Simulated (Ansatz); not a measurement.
Is this ZnCd₂Se₂S structure stable?

The structure comes from a generated guess, relaxed at this level; another structure or a mixture of phases may lie lower.

Method: Ansatz, DFT PBE, scalar-relativistic, plane waves, PAW. Settings of the last relaxation (6-atom cell): 420 eV, 6×6×6 k points, Gaussian smearing of 0.02 eV, no spin polarisation.

Space group R3m:H (No. 160). a = 4.201 Å, b = 4.201 Å, c = 31.093 Å, α = 90.00°, β = 90.00°, γ = 120.00°
| atom | site | symmetry | x | y | z |
| --- | --- | --- | --- | --- | --- |
| Zn | 3a | 3m | 0.0000 | 0.0000 | 0.2645 |
| Cd | 3a | 3m | 0.6667 | 0.3333 | 0.1514 |
| Cd | 3a | 3m | 0.0000 | 0.0000 | 0.0417 |
| Se | 3a | 3m | 0.0000 | 0.0000 | 0.1846 |
| Se | 3a | 3m | 0.6667 | 0.3333 | 0.2888 |
| S | 3a | 3m | 0.6667 | 0.3333 | 0.0692 |

Formation energies are uncorrected and refer to the elements' standard structures at the same level.

Task: These tests were run: energy against the elements; random kick, then relaxation without symmetry; phonons on a 2×2×2 q mesh. What do they show?

Result:

```csv
test,result
energy against the elements,−0.649 eV/atom
"random kick, then relaxation without symmetry",returns
phonons on a 2×2×2 q mesh,no imaginary mode on the mesh
```

It fails none of these tests. Whether a mixture of other phases lies lower isn't tested here.

The reference forms of S and Se are held partly by dispersion forces, which this level lacks. The kick test ran on a coarse mesh. The run for the phonons used a 6×6×6 k mesh.
